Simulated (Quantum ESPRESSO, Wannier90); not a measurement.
## ZrO$_{2}$ (anatase), plane waves to Wannier functions

```
begin unit_cell_cart
ang
    0.0000000000   -4.0152000000    0.0000000000
    4.0152000000    0.0000000000    0.0000000000
   -2.0076000000    2.0076000000    5.3458850000
end unit_cell_cart
begin atoms_frac
Zr   0.0000000000  0.0000000000  0.0000000000
Zr  -0.2500000000  0.2500000000  0.5000000000
O   -0.2016100000 -0.2016100000 -0.4032200000
O   -0.4516100000  0.0483900000  0.0967800000
O   -0.0483900000  0.4516100000 -0.0967800000
O    0.2016100000  0.2016100000  0.4032200000
end atoms_frac
```

Cell from Materials Project (mp-754403), symmetrised, no further relaxation. Not found in the COD (Crystallography Open Database) copy used, which has the formula in other groups; not checked further. Level: PBEsol, spinors with spin-orbit coupling; pw.x of Quantum ESPRESSO at 68 Ry with PseudoDojo potentials, 4×4×4 k-points, Wannier90. Density: 8×8×8 mesh, cold smearing 0.01 Ry.

A tight-binding model is made by disentanglement and projection with no localisation steps (num_iter = 0), so the 44 orbitals stay atom-like: hydrogen-like Zr: d; O: p, axes along x, y, z; frozen window up to 5.37 eV relative to the valence-band maximum. It follows pw.x to 1.5 meV rms for states up to 4.9 eV relative to the valence-band maximum. Matrix elements depend on this choice of orbitals and windows.

The 45 largest hoppings ⟨m,0|H|n,R⟩ between different sites (one of each Hermitian pair; signs follow the real orbitals' lobes; the list may end inside a set of equal values):

| m | n | R | distance of the centres (Å) | t (eV) | Im t (eV) |
|---|---|---|---|---|---|
| O3 pz↑ | Zr1 dz2↑ | 0 0 0 | 2.18 | -2.475 | 0.000 |
| O3 pz↓ | Zr1 dz2↓ | 0 0 0 | 2.18 | -2.475 | 0.000 |
| O4 pz↑ | Zr2 dz2↑ | 0 0 0 | 2.18 | -2.475 | 0.000 |
| O4 pz↓ | Zr2 dz2↓ | 0 0 0 | 2.18 | -2.475 | 0.000 |
| O6 pz↑ | Zr1 dz2↑ | 0 0 0 | 2.18 | 2.475 | 0.000 |
| O6 pz↓ | Zr1 dz2↓ | 0 0 0 | 2.18 | 2.475 | 0.000 |
| Zr2 dz2↑ | O5 pz↑ | 0 0 1 | 2.18 | 2.475 | 0.000 |
| Zr2 dz2↓ | O5 pz↓ | 0 0 1 | 2.18 | 2.475 | 0.000 |
| O4 py↑ | Zr1 dx2-y2↑ | 0 0 0 | 2.07 | -2.059 | 0.000 |
| O4 py↓ | Zr1 dx2-y2↓ | 0 0 0 | 2.07 | -2.059 | 0.000 |
| O5 px↑ | Zr1 dx2-y2↑ | 0 0 0 | 2.07 | 2.059 | 0.000 |
| O5 px↓ | Zr1 dx2-y2↓ | 0 0 0 | 2.07 | 2.059 | 0.000 |
| O6 py↑ | Zr2 dx2-y2↑ | 0 0 0 | 2.07 | 2.059 | 0.000 |
| O6 py↓ | Zr2 dx2-y2↓ | 0 0 0 | 2.07 | 2.059 | 0.000 |
| Zr2 dx2-y2↑ | O3 px↑ | 0 0 1 | 2.07 | -2.059 | 0.000 |
| Zr2 dx2-y2↓ | O3 px↓ | 0 0 1 | 2.07 | -2.059 | 0.000 |
| O5 px↑ | Zr1 dx2-y2↑ | 0 1 0 | 2.07 | -2.059 | 0.000 |
| O5 px↓ | Zr1 dx2-y2↓ | 0 1 0 | 2.07 | -2.059 | 0.000 |
| Zr2 dx2-y2↑ | O3 px↑ | 0 1 1 | 2.07 | 2.059 | 0.000 |
| Zr2 dx2-y2↓ | O3 px↓ | 0 1 1 | 2.07 | 2.059 | 0.000 |
| Zr1 dx2-y2↑ | O4 py↑ | 1 0 0 | 2.07 | 2.059 | 0.000 |
| Zr1 dx2-y2↓ | O4 py↓ | 1 0 0 | 2.07 | 2.059 | 0.000 |
| O6 py↑ | Zr2 dx2-y2↑ | 1 0 0 | 2.07 | -2.059 | 0.000 |
| O6 py↓ | Zr2 dx2-y2↓ | 1 0 0 | 2.07 | -2.059 | 0.000 |
| O4 px↑ | Zr1 dxy↑ | 0 0 0 | 2.07 | -1.338 | 0.000 |
| O4 px↓ | Zr1 dxy↓ | 0 0 0 | 2.07 | -1.338 | 0.000 |
| O5 py↑ | Zr1 dxy↑ | 0 0 0 | 2.07 | -1.338 | 0.000 |
| O5 py↓ | Zr1 dxy↓ | 0 0 0 | 2.07 | -1.338 | 0.000 |
| O6 px↑ | Zr2 dxy↑ | 0 0 0 | 2.07 | 1.338 | 0.000 |
| O6 px↓ | Zr2 dxy↓ | 0 0 0 | 2.07 | 1.338 | 0.000 |
| Zr2 dxy↑ | O3 py↑ | 0 0 1 | 2.07 | 1.338 | 0.000 |
| Zr2 dxy↓ | O3 py↓ | 0 0 1 | 2.07 | 1.338 | 0.000 |
| O5 py↑ | Zr1 dxy↑ | 0 1 0 | 2.07 | 1.338 | 0.000 |
| O5 py↓ | Zr1 dxy↓ | 0 1 0 | 2.07 | 1.338 | 0.000 |
| Zr2 dxy↑ | O3 py↑ | 0 1 1 | 2.07 | -1.338 | 0.000 |
| Zr2 dxy↓ | O3 py↓ | 0 1 1 | 2.07 | -1.338 | 0.000 |
| Zr1 dxy↑ | O4 px↑ | 1 0 0 | 2.07 | 1.338 | 0.000 |
| Zr1 dxy↓ | O4 px↓ | 1 0 0 | 2.07 | 1.338 | 0.000 |
| O6 px↑ | Zr2 dxy↑ | 1 0 0 | 2.07 | -1.338 | 0.000 |
| O6 px↓ | Zr2 dxy↓ | 1 0 0 | 2.07 | -1.338 | 0.000 |
| O4 py↑ | Zr1 dyz↑ | 0 0 0 | 2.10 | 1.316 | 0.000 |
| O4 py↓ | Zr1 dyz↓ | 0 0 0 | 2.10 | 1.316 | 0.000 |
| O5 px↑ | Zr1 dxz↑ | 0 0 0 | 2.10 | -1.316 | 0.000 |
| O5 px↓ | Zr1 dxz↓ | 0 0 0 | 2.10 | -1.316 | 0.000 |
| O6 py↑ | Zr2 dyz↑ | 0 0 0 | 2.10 | -1.316 | 0.000 |
